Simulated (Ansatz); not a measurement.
## What a change of settings does: Rh (fcc type)

First run: DFT, PBEsol, all-electron LAPW, scalar-relativistic (Ansatz 0.2.0).

Command: `ansatz run input.yaml --threads 1 --pin off --max-ram 2048MiB --backend cpu --events-out ev --progress --plain --runs-dir out` It took 12 s on 1 thread of Arm Neoverse V2, with other jobs on the host, peak memory 0.34 GiB.

```yaml
crystal:
  lattice:
    - [0.0, 1.8111559765, 1.8111559765]
    - [1.8111559765, 0.0, 1.8111559765]
    - [1.8111559765, 1.8111559765, 0.0]
  atoms:
    - { symbol: Rh, position: [0.0, 0.0, 0.0] }
kpoints:
  mp_grid: { grid: [17, 17, 17] }
scf:
  occupations: { method: fermi_dirac, width: 0.05 }
hamiltonian:
  xc: pbesol
  pseudopotentials: { kind: all_electron, lapw: { basis_error: 0.001 } }
output:
  forces: true
  stress: true
  eigenvalues: true
  populations: true
```

The base cell comes from a relaxation on PAW files under the same functional, and the cell shown is scaled from it.

This run: volume at 0.88 of the series' base cell.

It converges in 6 SCF iterations at a pressure of 52.1 GPa.

The input is then changed:

```diff
   populations: true
+basis:
+  xc_grid: 1
```

Q: What does the second run give?

A: It converges in 6 SCF iterations at a pressure of 52.1 GPa, free energy 0.0 meV/atom against the first run's.
